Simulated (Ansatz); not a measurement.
RuP2 (space group Pnnm)

```yaml
crystal:
  lattice:
    - [5.10265, 0.00000, 0.00000]
    - [0.00000, 5.86860, 0.00000]
    - [0.00000, 0.00000, 2.86199]
  atoms:
    - { symbol: P, position: [0.33753, 0.87183, 0.50000] }
    - { symbol: P, position: [0.66247, 0.12817, 0.50000] }
    - { symbol: P, position: [0.83753, 0.62817, 0.00000] }
    - { symbol: P, position: [0.16247, 0.37183, 0.00000] }
    - { symbol: Ru, position: [0.50000, 0.50000, 0.50000] }
    - { symbol: Ru, position: [0.00000, 0.00000, 0.00000] }
```

This relaxed cell (volume V₀) is scaled evenly in all directions, its shape held. The atoms relax within the cell's symmetry.

Calculation: PBEsol (plane waves to 420 eV, PAW, scalar-relativistic; Ansatz, an electronic-structure program). k mesh 7×6×11 (Γ-centred), Fermi-Dirac smearing 0.05 eV. E stands for the smeared free energy. RuP2 is run without spin polarisation. RuP2 was relaxed with its symmetry unable to fall. The zero of ΔE is the relaxed starting cell.

Task: Predict the ΔE (meV/atom) at V/V₀ = 0.917, 0.983, 1.017, 1.033, 1.050, 1.067.

Result: 
```csv
V/V₀,ΔE (meV/atom)
0.917,76.9
0.983,2.7
1.017,2.5
1.033,9.8
1.050,21.5
1.067,37.1
```

(Under strain, the slope of the energy per volume gives the stress and its curvature an elastic modulus.)
